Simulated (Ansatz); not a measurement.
Y (Fm-3m), comparing deformations

Theory: Ansatz, DFT PBEsol, scalar-relativistic, plane waves, PAW. Settings: plane waves to 420 eV, k-mesh 16×16×16 (Γ-centred), Gaussian smearing 0.15 eV. No spin polarisation. Energies are free energies at this smearing, counted from the undisturbed cell; pressure is positive in compression.

The undisturbed cell (as given, not relaxed at this level; it stands at 0.2 GPa; this fcc form isn't the usual structure):

```
Y
1.0
     0.00000    2.48500    2.48500
     2.48500    0.00000    2.48500
     2.48500    2.48500    0.00000
Y
1
Direct
  0.00000 0.00000 0.00000
```

The cell is strained by ε times a Voigt pattern (xx, yy, zz, yz, xz, xy; engineering shear) with fractional coordinates fixed. τ = (1/V0) dE/dε comes from the stress tensor. Of each scan, only the three points used here are listed.

| pattern | ε | τ (GPa) |
| --- | --- | --- |
| (1, -1, 0, 0, 0, 0) | -0.0125 | -0.76 |
| (1, -1, 0, 0, 0, 0) | 0.0000 | 0.00 |
| (1, -1, 0, 0, 0, 0) | 0.0125 | 0.76 |
| (1, 1, 0, 0, 0, 0) | -0.0250 | -5.46 |
| (1, 1, 0, 0, 0, 0) | 0.0000 | -0.39 |
| (1, 1, 0, 0, 0, 0) | 0.0250 | 4.02 |
| (0, 0, 1, 0, 0, 0) | -0.0250 | -1.81 |
| (0, 0, 1, 0, 0, 0) | 0.0000 | -0.19 |
| (0, 0, 1, 0, 0, 0) | 0.0250 | 1.32 |
| (0, 0, 0, 1, 0, 0) | -0.0050 | -0.176 |
| (0, 0, 0, 1, 0, 0) | 0.0000 | 0.000 |
| (0, 0, 0, 1, 0, 0) | 0.0050 | 0.176 |

Task: Which constants do the scans give, and which deformation costs least for the same size of strain tensor?

Result: The slope dτ/dε at zero (parabola through three points) is pᵀCp: (1, -1, 0, 0, 0, 0) gives 2(C11 − C12) = 61 GPa; (1, 1, 0, 0, 0, 0) gives 2(C11 + C12) = 190 GPa; (0, 0, 1, 0, 0, 0) gives C11 = 63 GPa; (0, 0, 0, 1, 0, 0) gives C44 = 35 GPa. The size of the strain tensor, ε:ε, is ε² times 2.0, 2.0, 1.0, 0.5. Per unit of it the stiffnesses are 30, 95, 63, 70 GPa, so (1, -1, 0, 0, 0, 0) is the softest of these: at ε:ε = (1 %)² the quadratic term costs 0.29 meV/atom against 0.91 for the stiffest.

Task: What else follows for this cubic crystal?

Result: From the unrounded slopes C11 = 62.5 and C12 = 32.3 GPa, so B = (C11 + 2 C12)/3 = 42 GPa and the Poisson ratio for a pull along a cube edge is C12/(C11 + C12) = 0.34. Symmetry also asks 2(C11 − C12) = 61 GPa, against 61 from its own scan.

Task: How anisotropic is this cubic crystal?

Result: Zener's ratio 2 C44/(C11 − C12) = 2.32; it is 1 for an isotropic solid.

In a metal these slopes depend on the k mesh and the smearing.